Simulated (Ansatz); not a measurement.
# BiS in the CsCl-type structure

Computed with Ansatz (plane waves, PAW, 420 eV cutoff): PBE, scalar-relativistic, no spin polarisation, Γ-centred 10×10×10 mesh, 0.05 eV Gaussian smearing; PAW files: Ansatz's generated set soft_2.

```
Bi S
1.0
     3.57983    0.00000    0.00000
     0.00000    3.57983    0.00000
     0.00000    0.00000    3.57983
Bi S
1 1
Direct
  0.00000 0.00000 0.00000
  0.50000 0.50000 0.50000
```

This is a trial structure made by placing the elements on a prototype's sites, so it needn't be the stable form.

The cell has space group Pm-3m (read at 0.01 Å). In it the stress is 0.00, 0.00, 0.00, 0.00, 0.00, 0.00 GPa and the largest force component 0.000 eV/Å. Each change below starts from this cell, without further relaxation. Stress is in GPa, positive in compression, in the order xx, yy, zz, yz, xz, xy; energies are counted from the cell above and are free energies with the smearing's entropy, which match forces and stress in a metal.

**Question.** What happens when atom 1 (Bi) is moved by 0.08 Å along z?

**Answer.** The energy changes by -0.2 meV per cell, and the force on it along the shift is 0.0030 eV/Å (−F/u = -0.04 eV/Å²). Stress: 0.12, 0.12, 0.11, 0.00, 0.00, 0.00.
```
atom  Fx (eV/Å)     Fy      Fz
 Bi1      0.000  0.000   0.003
  S2      0.000  0.000  -0.003
```

**Question.** What happens when atom 2 (S) is moved by 0.08 Å along z?

**Answer.** The energy changes by -0.2 meV per cell, and the force on it along the shift is 0.0030 eV/Å (−F/u = -0.04 eV/Å²). Stress: 0.12, 0.12, 0.11, 0.00, 0.00, 0.00.
```tsv
atom	Fx (eV/Å)	Fy	Fz
Bi1	0.000	0.000	-0.003
S2	0.000	0.000	0.003
```

**Question.** What stress follows from an engineering strain of -1 % in xz, atoms carried along?

**Answer.** 0.01, 0.00, 0.01, 0.00, -0.01, 0.00 GPa; the energy changes by 0.0 meV per cell.

**Question.** A single strain component, atoms carried along, gave the stress -1.28, -0.44, -0.44, 0.00, 0.00, 0.00. Which component, and about how large?

**Answer.** An engineering strain of 1 % in xx; the energy changes by 1.8 meV per cell.

**Question.** All atoms and the cell are disturbed at random:
```xyz
2
Lattice="3.6720 -0.0150 0.0032 -0.0150 3.5524 0.0225 0.0032 0.0225 3.5425" Properties=species:S:1:pos:R:3 pbc="T T T"
Bi   -0.0029   -0.0005   -0.0104
S     1.8330    1.7804    1.7944
```
Give the energy change, the stress and the forces.

**Answer.** 9.8 meV per cell; stress -2.41, 0.37, 0.63, -0.12, -0.02, -0.06 GPa.
| atom | Fx (eV/Å) | Fy | Fz |
| --- | --- | --- | --- |
| Bi1 | -0.002 | -0.001 | -0.003 |
| S2 | 0.002 | 0.001 | 0.003 |

**Question.** All atoms and the cell are disturbed at random:
```xyz
2
Lattice="3.5072 -0.0080 -0.0084 -0.0080 3.5844 0.0122 -0.0084 0.0122 3.6070" Properties=species:S:1:pos:R:3 pbc="T T T"
Bi    0.0483    0.0196    0.0770
S     1.6971    1.7747    1.7284
```
Give the energy change, the stress and the forces.

**Answer.** 10.1 meV per cell; stress 2.89, 1.17, 0.49, 0.05, 0.28, 0.10 GPa.
```
atom  Fx (eV/Å)      Fy      Fz
 Bi1     -0.026  -0.013  -0.052
  S2      0.026   0.013   0.052
```

No spin–orbit coupling, a notable omission for heavy elements. The cell is a metal with an odd number of electrons, and spin polarisation wasn't tried.
